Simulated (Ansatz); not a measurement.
The relaxed structure here is a generated cell of SrGeO3: the first start was made by placing the elements on the sites of a structure type, and the end was not matched to a known phase here, so it may be hypothetical.

The end point of a relaxation of SrGeO₃. These are PBE (plane waves to 420 eV, PAW, scalar-relativistic; Ansatz, an electronic-structure program) values and carry that method's errors.

```
CELL_PARAMETERS angstrom
      2.73256     1.57764     4.43860
     -2.73256     1.57764     4.43860
      0.00000    -3.15529     4.43860
ATOMIC_POSITIONS crystal
  Sr 0.25000 0.25000 0.25000
  Sr 0.75000 0.75000 0.75000
  Ge 0.00000 0.00000 0.00000
  Ge 0.50000 0.50000 0.50000
  O  0.75000 0.22149 0.27851
  O  0.27851 0.75000 0.22149
  O  0.22149 0.27851 0.75000
  O  0.77851 0.72149 0.25000
  O  0.25000 0.77851 0.72149
  O  0.72149 0.25000 0.77851
```

**Question.** Find the space group and the Wyckoff positions (tolerance 0.01 Å).

**Answer.** Space group R-3c, hexagonal axes (No. 167); a = b = 5.4651 Å, c = 13.3158 Å, α = β = 90.00°, γ = 120.00°

| atom | site | symmetry | x | y | z |
|---|---|---|---|---|---|
| Sr | 6a | 32 | 0.0000 | 0.0000 | 0.2500 |
| Ge | 6b | -3. | 0.0000 | 0.0000 | 0.0000 |
| O | 18e | .2 | 0.4715 | 0.4715 | 0.2500 |

This is the AFLOW prototype ABC3_hR10_167_a_b_e (as in LiNbO3).

**Question.** Give the shortest distances between elements (the closest pairs, up to four, under 3.6 Å).

**Answer.** Ge–O 1.94 Å; O–Sr 2.58 Å; O–O 2.73 Å; Ge–Sr 3.33 Å.

- Volume per atom: 11.48 Å³
- Density: 6.02 g/cm³
- Band gap: 0.65 eV, direct at Γ (no spin-orbit coupling)

No spin polarisation in the result.

The run could not lose the symmetry of its start; a randomly shaken copy of 10 atoms returns to this structure.
